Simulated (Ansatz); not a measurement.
A crystal relaxed with r2SCAN in Ansatz 0.2.0 has space group I-4m2 (No. 119) and a = 3.141 Å, c = 13.282 Å.

```tsv
atom	site	x	y	z
N	2a	0.0000	0.0000	0.0000
B	4f	0.0000	0.5000	0.0637
Xx	4e	0.5000	0.5000	0.1575
B	2d	0.5000	0.0000	0.2500
```

r2SCAN gives a direct gap of 0.38 eV at Γ. The HSE06 gap is direct at Γ: 0.92 eV. With PBE the gap is 0.18 eV and direct, at Γ. Meshes: r2SCAN 12×12×12, HSE06 6×6×6, PBE 12×12×12.

Problem. Which element is Xx?
A. P
B. Sb
C. Bi
D. As

Solution. D. Xx is As: B₃As₂N as one 6-atom ordering (I-4m2) on the zincblende lattice. N is surrounded by 4 B at 1.78 Å; B is surrounded by 2 N at 1.78 Å and 2 As at 2.00 Å; As is surrounded by 4 B at 1.99–2.00 Å; B is surrounded by 4 As at 1.99 Å.

The calculation is spin-unpolarised, and the structure need not be a phase that has been made.

Spin-orbit coupling is left out.
